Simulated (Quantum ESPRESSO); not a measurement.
## Calculated data, Al₂Sn₂RuW₃ (simulated cell), Al₂ZnGaPt₃W (simulated cell)

All values are calculated (Quantum ESPRESSO 7.5). Calculation on a made-up metal alloy cell, not a measurement: no spin or spin-orbit, unrelaxed, 2900 K smearing, stress positive in tension, cell energy less fitted offsets; periodic Kohn-Sham density functional theory in plane waves with PseudoDojo standard norm-conserving scalar-relativistic pseudopotentials, each functional with its own files (v0.5 for PBE, v0.4.1 for LDA and PBEsol), eight atoms on drawn sites of a strained close-packed or body-centred lattice, each displaced and held fixed; the energy is the cell's free energy, ions and the entropy term -TS included, at the stated Fermi-Dirac width, less a fixed offset for each atom's element (shifted free energy); compositions with an open d shell lost a parallel starting moment in a cheaper test run, and other magnetic orders were not tried; an error bar is the largest change of its kind in a tighter rerun, never given below 0.002 eV, 0.02 GPa or 0.003 eV/angstrom, and covers cutoff and k-mesh only, not smearing or the files.

Settings shared by all entries: lattice type hexagonal close-packed; functional pbe; cutoff 1143 eV; fermi dirac smearing 0.25 eV; electrons removed 0; run command mpirun -np 4 pw.x -nk 4 -in in.

Notes on all entries: heavy elements are run without spin-orbit coupling, which real alloys of them have; a spin test at this wide smearing found no moment, but such smearing suppresses magnetism that the real alloy may have; lattice, volume and sites are drawn at random and may be unstable or far from any real phase; energies are for the whole cell, less offsets fitted to these runs, so they are not formation energies.

(1) 
```xyz
8
Lattice="0.0222 0.0244 -4.7387 0.0102 5.0670 -0.0266 5.9297 0.0118 -0.0279" Properties=species:S:1:pos:R:3 formula=Al2Sn2RuW3 run_processor=Intel_Xeon,2023_or_later,virtual_cores k_mesh=5_x_5_x_4_shifted_half_a_step_off_Gamma_on_each_axis entropy_term_negative_ts=-1.374 pressure=-4.66 stress_xx=6.99 stress_yy=5.72 stress_zz=1.28 stress_yz=-0.28 stress_xz=0.65 stress_xy=1.34 shifted_free_energy=1.373
Al    -0.1141    -0.0919    -0.0367
Al     2.9215     0.0631    -0.0998
Sn     1.5504     2.5008     0.1118
W      4.4573     2.5062     0.0803
W      0.1087     1.6883    -2.4012
Sn     2.9350     1.7703    -2.3069
W      1.5466     4.1400    -2.2274
Ru     4.4419     4.1528    -2.4921
```

Units: entropy_term_negative_ts, shifted_free_energy in eV; pressure, stress_xx, stress_yy, stress_zz, stress_yz, stress_xz, stress_xy in GPa.

Atoms:
| atoms element | atom site | atom energy offset (eV) |
| --- | --- | --- |
| Al | 1 | -63.26 |
| Al | 2 | -63.26 |
| Sn | 3 | -2144.16 |
| W | 4 | -2063.48 |
| W | 5 | -2063.48 |
| Sn | 6 | -2144.16 |
| W | 7 | -2063.48 |
| Ru | 8 | -2750.51 |

Forces:
| site | x (eV/Å) | y (eV/Å) | z (eV/Å) |
| --- | --- | --- | --- |
| 1 | -0.322 | 0.399 | 0.147 |
| 2 | 1.012 | -1.312 | 0.776 |
| 3 | -1.703 | 1.251 | -0.78 |
| 4 | 0.759 | -0.496 | -0.311 |
| 5 | -1.199 | -0.314 | 0.355 |
| 6 | 2.486 | -1.695 | -0.042 |
| 7 | -1.177 | 1.77 | -0.169 |
| 8 | 0.144 | 0.397 | 0.024 |

Notes: the tin pseudopotential is less sure than most, with forces differing by about three percent from a second method on plain tin; error bars: energy 0.0021 eV, stress 0.13 GPa, force 0.01 eV/Å, from a tighter rerun of a related cell, whose elements or sites may differ; 15 SCF iterations, 167 s of wall time on a shared machine.

(2) 
```xyz
8
Lattice="2.8629 0.0000 0.0000 0.0000 4.9587 0.0000 0.0000 0.0000 9.0411" Properties=species:S:1:pos:R:3 formula=Al2ZnGaPt3W run_processor=AMD_EPYC,Zen_5,virtual_cores k_mesh=8_x_5_x_3_shifted_half_a_step_off_Gamma_on_each_axis entropy_term_negative_ts=-0.955 pressure=-5.7 stress_xx=3.23 stress_yy=8.56 stress_zz=5.31 stress_yz=1.81 stress_xz=0.08158 stress_xy=0.26 shifted_free_energy=-0.21
Pt    -0.0461    -0.0183     0.0329
Pt     0.0444     0.0204     4.5342
Zn     0.0106     1.6682     2.2688
Al     0.0344     1.6555     6.7468
Al     1.4981     2.4213     0.0571
W      1.4807     2.5189     4.5414
Pt     1.3734     4.1227     2.2243
Ga     1.4212     4.0957     6.8343
```

Units: entropy_term_negative_ts, shifted_free_energy in eV; pressure, stress_xx, stress_yy, stress_zz, stress_yz, stress_xz, stress_xy in GPa.

Atoms:
| atoms element | atom site | atom energy offset (eV) |
| --- | --- | --- |
| Pt | 1 | -3554.29 |
| Pt | 2 | -3554.29 |
| Zn | 3 | -5688.29 |
| Al | 4 | -63.26 |
| Al | 5 | -63.26 |
| W | 6 | -2063.48 |
| Pt | 7 | -3554.29 |
| Ga | 8 | -2081.03 |

Forces:
| site | x (eV/Å) | y (eV/Å) | z (eV/Å) |
| --- | --- | --- | --- |
| 1 | 0.024 | 0.862 | -1.878 |
| 2 | -0.082 | 0.225 | 0.621 |
| 3 | 0.038 | -0.293 | 0.424 |
| 4 | -0.005 | -0.408 | -0.177 |
| 5 | -0.102 | 0.232 | 0.479 |
| 6 | -0.116 | 0.401 | 0.416 |
| 7 | 0.209 | -1.142 | 0.381 |
| 8 | 0.034 | 0.122 | -0.265 |

Notes: error bars: energy 0.012 eV, stress 0.045 GPa, force 0.012 eV/Å, from a tighter rerun of a related cell, whose elements or sites may differ; 16 SCF iterations, 159 s of wall time on a shared machine.

(3) 
```xyz
8
Lattice="2.8629 0.0000 0.0000 0.0000 4.9587 0.0000 0.0000 0.0000 9.0411" Properties=species:S:1:pos:R:3 formula=Al2ZnGaPt3W run_processor=AMD_EPYC,Zen_5,virtual_cores k_mesh=8_x_5_x_3_shifted_half_a_step_off_Gamma_on_each_axis
Pt    -0.0461    -0.0183     0.0329
Pt     0.0444     0.0204     4.5342
Ga     0.0106     1.6682     2.2688
W      0.0344     1.6555     6.7468
Pt     1.4981     2.4213     0.0571
Al     1.4807     2.5189     4.5414
Zn     1.3734     4.1227     2.2243
Al     1.4212     4.0957     6.8343
```

Atoms:
| atoms element | atom site | atom energy offset (eV) |
| --- | --- | --- |
| Pt | 1 | -3554.29 |
| Pt | 2 | -3554.29 |
| Ga | 3 | -2081.03 |
| W | 4 | -2063.48 |
| Pt | 5 | -3554.29 |
| Al | 6 | -63.26 |
| Zn | 7 | -5688.29 |
| Al | 8 | -63.26 |

Notes: error bars: energy 0.012 eV, stress 0.045 GPa, force 0.012 eV/Å, from a tighter rerun of a related cell, whose elements or sites may differ; 15 SCF iterations, 147 s of wall time on a shared machine.

Questions
1. What stress yy does the calculation give for Al₂ZnGaPt₃W (simulated cell) (entry 3)?
2. What stress xx does the calculation give for Al₂ZnGaPt₃W (simulated cell) (entry 3)?
3. Al₂ZnGaPt₃W (simulated cell) (entry 3): pressure?
4. Give the table of forces values for Al₂ZnGaPt₃W (simulated cell) (entry 3).

## Answers
1. 6.12 GPa
2. 6.13 GPa
3. -6.71 GPa
4. 
Forces:
| site | x (eV/Å) | y (eV/Å) | z (eV/Å) |
| --- | --- | --- | --- |
| 1 | 0.224 | -0.195 | -0.299 |
| 2 | -0.045 | -0.451 | -0.393 |
| 3 | 0.017 | -0.221 | -0.566 |
| 4 | -0.016 | 0.074 | 0.843 |
| 5 | -0.276 | 0.273 | -0.23 |
| 6 | -0.047 | 0.061 | 0.176 |
| 7 | 0.071 | 0.059 | 0.04 |
| 8 | 0.073 | 0.401 | 0.429 |

Further results for Al₂ZnGaPt₃W (simulated cell) (entry 3):

* entropy term negative ts: -0.942 eV
* stress zz: 7.88 GPa
* stress yz: -1.72 GPa
* stress xz: 0.15 GPa
* stress xy: 0.19 GPa
* shifted free energy: -0.859 eV
